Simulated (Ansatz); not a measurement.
A trial structure of CaGeF4 was built thus: random cell by space group and Wyckoff sites (Immm, No. 71). Lengths were set from tabulated atomic sizes, so they are only a guess.

```
Ca Ge F
1.0
    -2.59727    2.84823    2.92708
     2.59727   -2.84823    2.92708
     2.59727    2.84823   -2.92708
Ca Ge F
1 1 4
Cartesian
  2.5973 0.0000 0.0000
  0.0000 0.0000 0.0000
  0.0000 2.8482 1.1198
  2.5973 0.0000 1.8073
  0.0000 0.0000 1.8708
  0.0000 0.0000 3.9834
```

The calculation used DFT PBE, scalar-relativistic, plane waves, PAW in Ansatz 0.2.0. Cutoff 420 eV, Gaussian smearing, Γ-centred meshes. Cell and atoms relax first on a coarse mesh and then on a converged one. In between, the cell is made exact in the group found at 0.06 Å. The steps can't lower the symmetry of their start. No spin polarisation.

A guess keeps its type if space group and coordination stay and the shape of the cell changes little (axis ratios within about 15 %, angles within 6°); the volume may change.

Problem. Will the relaxed cell still be of the starting type?

Solution. It doesn't keep its type. The symmetry stays Immm (No. 71). The volume per atom grows by 77.0 %, from 14.4 to 25.6 Å³. The shortest distance goes from 1.81 Å (Ca–F) to 2.31 Å (Ge–F). Counting neighbours within 15 % of an atom's shortest distance, the start has Ca 2, F 1/2, Ge 2 and the end Ca 6, F 6, Ge 6. In detail, at the end Ca has 6 F at 2.34–2.36 Å; Ge has 6 F at 2.31–2.35 Å; around F on its first site lie 3 F at 2.32–2.34 Å, 1 Ca at 2.34 Å and 2 Ge at 2.35 Å; 1 more site not described.

```cif
data_structure
_symmetry_space_group_name_H-M 'P 1'
_symmetry_Int_Tables_number 1
_cell_length_a 6.7250
_cell_length_b 6.7250
_cell_length_c 6.7250
_cell_angle_alpha 144.632
_cell_angle_beta 117.391
_cell_angle_gamma 74.007
_cell_volume 153.34
loop_
_atom_site_label
_atom_site_type_symbol
_atom_site_fract_x
_atom_site_fract_y
_atom_site_fract_z
_atom_site_occupancy
Ca1 Ca 0.50000 0.50000 0.00000 1
Ge1 Ge 0.00000 0.00000 0.00000 1
F1 F 0.16576 0.50000 0.66576 1
F2 F 0.83424 0.50000 0.33424 1
F3 F 0.33034 0.00000 0.33034 1
F4 F 0.66966 0.00000 0.66966 1
```

The last run used an 8×8×8 mesh for its 6-atom cell and Gaussian smearing of 0.02 eV. Weakly bound directions are ill-defined at this level, which has no dispersion term. A structure relaxed within its symmetry needn't be a true minimum.

In counts of neighbours, a slash parts the counts of unlike sites.
